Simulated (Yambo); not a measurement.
Yambo run on Ba$_{2}$H$_{3}$I (space group P-3m1, No. 164). The wavefunctions come from this Quantum ESPRESSO step (PBEsol, PseudoDojo standard norm-conserving files, scalar-relativistic):

```
&CONTROL
  calculation = 'nscf'
  pseudo_dir = './pseudo'
  outdir = './out'
/
&SYSTEM
  ibrav = 0
  nat = 6
  ntyp = 3
  ecutwfc = 72.0
  ecutrho = 288.0
  occupations = 'fixed'
  force_symmorphic = .true.
  nbnd = 257
/
&ELECTRONS
  conv_thr = 6.000000000000001e-09
  diago_full_acc = .true.
  diago_thr_init = 1e-08
/
ATOMIC_SPECIES
H 1.0080 H.upf
I 126.9045 I.upf
Ba 137.3270 Ba.upf
CELL_PARAMETERS angstrom
  4.536400155000   0.000000000000   0.000000000000
 -2.268200078000   3.928637776000   0.000000000000
  0.000000000000   0.000000000000   8.119550000000
ATOMIC_POSITIONS crystal
H   0.666666667000   0.333333333000   0.356100000000
H   0.333333333000   0.666666667000   0.643900000000
H   0.000000000000   0.000000000000   0.500000000000
I   0.000000000000   0.000000000000   0.000000000000
Ba   0.666666667000   0.333333333000   0.684720000000
Ba   0.333333333000   0.666666667000   0.315280000000
K_POINTS automatic
3 3 2 0 0 0
```

Yambo input:

```
rim_cut
gw0
dyson
el_el_corr
HF_and_locXC
ppa
em1d
RandQpts= 1000000
RandGvec= 1 Ry
EXXRLvcs= 72 Ry
VXCRLvcs= 288 Ry
Chimod= "HARTREE"
% BndsRnXp
 1 | 256 |
%
NGsBlkXp= 8 Ry
% LongDrXp
 1.0 | 1.0 | 1.0 |
%
PPAPntXp= 27.2114 eV
% GbndRnge
 1 | 256 |
%
GTermKind= "BG"
DysSolver= "n"
ExtendOut
% QPkrange
 1 | 1 | 15 | 16 |
 2 | 2 | 15 | 16 |
 4 | 4 | 15 | 16 |
 5 | 5 | 15 | 16 |
 6 | 6 | 15 | 16 |
%
```

k points by index: 1 = Γ, 2 = A, 4 = (0, 0.333, -0.5), 5 = K, 6 = H.

The o-*.qp file then holds:

```
#    K-point    Band    Eo [eV]    E [eV]    E-Eo [eV]    Vxc [eV]    Vnlxc [eV]    Sc|Eo [eV]    Sc|E [eV]    dSc/dw|Eo [eV]    Re(Z)    Im(Z)
#
    1    15    -0.042588    -1.101263    -1.058675    -10.54979    -13.17671    1.280792    1.568244    -7.387669    0.786475    -0.001579
    1    16    2.575385    3.003159    0.427774    -8.257119    -4.002844    -3.736665    -3.826501    -5.712921    0.826481    -0.001265
    2    15    0.000000    -1.063877    -1.063877    -10.66796    -13.32176    1.299884    1.589926    -7.417786    0.785790    -0.001593
    2    16    2.494551    2.948536    0.453984    -9.030598    -4.665806    -3.812027    -3.910808    -5.919107    0.821337    -0.001329
    4    15    -1.505363    -2.632076    -1.126714    -10.08154    -13.06222    1.548146    1.853967    -7.385384    0.786528    -0.001101
    4    16    2.399644    2.820610    0.420965    -8.362495    -4.167366    -3.685138    -3.774163    -5.752856    0.825480    -0.001290
    5    15    -1.779881    -2.979576    -1.199695    -10.85347    -14.20648    1.808870    2.153320    -7.802042    0.777054    -0.009508
    5    16    2.423449    2.893346    0.469896    -8.682780    -4.312924    -3.798803    -3.899960    -5.856256    0.822899    -0.001342
    6    15    -1.851470    -3.055169    -1.203699    -10.76861    -14.19170    1.863229    2.219384    -8.026696    0.771899    -0.015627
    6    16    3.073212    3.557860    0.484648    -9.240090    -4.720315    -3.926928    -4.035127    -6.072910    0.817541    -0.001639
```
(The two width columns are left out.) Convergence of these settings isn't established.

Spin-orbit coupling is not included.

Geometry of the Materials Project entry, not relaxed at this level.

The structure is a Materials Project entry; no match was found in the copy of COD used, and its stability was not checked.
